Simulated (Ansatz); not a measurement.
## CaSi2Au2: do energies and stresses tell the same story?

Theory: DFT PBEsol, scalar-relativistic, plane waves, PAW (Ansatz 0.2.0).

Settings: cutoff 420 eV, Γ-centred mesh 12×12×12 on the computed 5-atom cell, Gaussian smearing of 0.10 eV; no spin polarisation.

Relaxed cell: I4/mmm, a = 4.301 Å, b = 4.301 Å, c = 10.006 Å, α = 90.00°, β = 90.00°, γ = 90.00°, 5 atoms in the primitive cell. Whether it is the stable form of this composition wasn't checked.

Energies at zero smearing and pressures from the stress tensor, at volumes with shape and atoms relaxed:
```json
{"V (Å³/atom)": "17.402", "E − E(first) (meV/atom)": "0.00", "P (GPa)": "7.56"}
{"V (Å³/atom)": "17.958", "E − E(first) (meV/atom)": "-18.83", "P (GPa)": "3.43"}
{"V (Å³/atom)": "18.513", "E − E(first) (meV/atom)": "-24.49", "P (GPa)": "-0.01"}
{"V (Å³/atom)": "19.068", "E − E(first) (meV/atom)": "-19.25", "P (GPa)": "-2.87"}
{"V (Å³/atom)": "19.624", "E − E(first) (meV/atom)": "-5.00", "P (GPa)": "-5.26"}
```

Problem. Check P = −dE/dV between neighbouring volumes, and get the bulk modulus from the pressures alone.

Solution. With 1 eV/Å³ = 160.2 GPa:
```tsv
middle V (Å³/atom)	−ΔE/ΔV (GPa)	mean P (GPa)
17.680	5.431	5.497
18.235	1.633	1.711
18.791	-1.511	-1.442
19.346	-4.110	-4.066
```

The two differ by 0.08 GPa at most. The mean of two end pressures misses the average over a step by about ΔV² P″/12, up to 0.06 GPa here; with that taken off 0.03 GPa remains. The stress is the derivative of the free energy, not of the energy at zero smearing, and with free energies 0.00 GPa remains. Around V = 18.513 Å³/atom, the two neighbours give B = −V ΔP/ΔV = 18.513 × 6.30 / 1.111 = 105.1 GPa, against B0 = 104.7 GPa from the Birch–Murnaghan fit of the energies.

Spin–orbit coupling is left out, which can shift energies with elements as heavy as these.